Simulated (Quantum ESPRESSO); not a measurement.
# Ge3Si3AlN: a curve over one atom's position

A calculation, not a measurement. The program is pw.x of Quantum ESPRESSO 7.5 (plane-wave density functional theory). The cell is made up: 8 atoms on a zincblende/diamond lattice, with randomly drawn elements, strain and displacements, not relaxed. PseudoDojo standard norm-conserving files (v0.5 for PBE, v0.4.1 for LDA and PBEsol) set the functional; there is no spin polarisation, spin-orbit coupling or dispersion term, and the masses in the input are unused placeholders.

Seven runs move atom 7 (Ge, counted in the order of the input) along y and keep all else fixed.

Input of the run at -0.0011:

```
&control calculation='scf', pseudo_dir='./dojo.nc.sr.pbe.v0_5.standard.upf', outdir='./o', disk_io='medium', tprnfor=.true., tstress=.true. /
&system ibrav=0, nat=8, ntyp=4, nbnd=41, ecutwfc=84.00895049, nosym=.true., tot_charge=0,
 occupations='smearing', smearing='fd', degauss=0.0073498644
/
&electrons conv_thr=7.350e-09, electron_maxstep=60, /
ATOMIC_SPECIES
Al 1.0 Al.upf
Ge 1.0 Ge.upf
N 1.0 N.upf
Si 1.0 Si.upf
CELL_PARAMETERS angstrom
5.6706 0.0 0.0
0.0 5.6706 0.0
0.0 0.0 5.6706
ATOMIC_POSITIONS angstrom
Ge -0.0419 -0.0597 0.0565
Si -0.0469 2.831 2.8425
Ge 2.8854 -0.0345 2.7131
Si 2.7745 2.8031 0.0066
Al 1.4247 1.3803 1.4443
N 1.5387 4.3455 4.2102
Ge 4.2214 1.5692 4.1498
Si 4.1742 4.2482 1.4327
K_POINTS automatic
6 6 6 1 1 1
```

| shift of atom 7 along y (Å) | free energy less that of the input shown (eV) | Fx on atom 7 (eV/Å) | Fy on atom 7 (eV/Å) | Fz on atom 7 (eV/Å) | pressure (GPa) | iterations |
| --- | --- | --- | --- | --- | --- | --- |
| -0.0823 | -0.0532 | -0.078 | -0.333 | 1.170 | -5.18 | 11 |
| -0.0671 | -0.0473 | -0.120 | -0.454 | 1.175 | -5.16 | 11 |
| -0.0382 | -0.0308 | -0.200 | -0.684 | 1.187 | -5.12 | 11 |
| -0.0011 | 0.0000 | -0.305 | -0.978 | 1.208 | -5.04 | 11 |
| +0.0268 | 0.0304 | -0.385 | -1.199 | 1.228 | -4.96 | 11 |
| +0.0379 | 0.0442 | -0.417 | -1.286 | 1.237 | -4.93 | 11 |
| +0.0614 | 0.0765 | -0.486 | -1.468 | 1.257 | -4.86 | 11 |

A cubic fit gives dFy/dy = -7.92 eV/Å² at zero shift. Across the table the free energy follows the integral of the force to within 0.1 meV. A rerun of one of the cells at 1437 eV and a 8 x 8 x 8 mesh moved values by no more than 0.004 eV in energy, 0.02 GPa in stress and 0.012 eV/Å in force.